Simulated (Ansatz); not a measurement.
ScIn₃: how the energy converges with the cutoff

ScIn₃, P1, a = 4.546 Å, b = 4.546 Å, c = 4.452 Å, α, β, γ = 89.9°, 89.2°, 90.1°. Ansatz: PBEsol, PAW, cutoff varied, Γ-centred 6×6×6 mesh on 4 atoms, Gaussian smearing 0.10 eV; no spin polarisation. Single points at one geometry with displaced atoms, the cutoff alone changed; ΔE is the energy at zero smearing over the run at 600 eV. The runs up to 350 eV lie under the cutoff recommended for these PAW datasets.

| cutoff (eV) | ΔE (meV/atom) |
| --- | --- |
| 200 | 6627.07 |
| 250 | ? |
| 300 | 60.29 |
| 350 | 3.03 |
| 420 | 1.03 |

Task: Assume ΔE falls exponentially with the cutoff, fit y = ln ΔE against x, the cutoff in eV, to the other rows, and predict the missing value.

Result: y = 8.799, 4.099, 1.109, 0.030. Means x = 317.5, y = 3.5092; Σ(Δx)² = 25675, ΣΔxΔy = -1066; the slope is their ratio. y = 16.70 − 0.04154 x, a factor of ten per 55 eV. At 250 eV this gives ΔE = 552.80 meV/atom. The run gave 788.27, a ratio of 0.70. Between neighbouring rows the decay runs from a factor of ten per 38 eV to one per 149 eV, so one exponential is only a rough guide. The fast fall gives way to a slow tail, so a fit to low cutoffs promises convergence too early.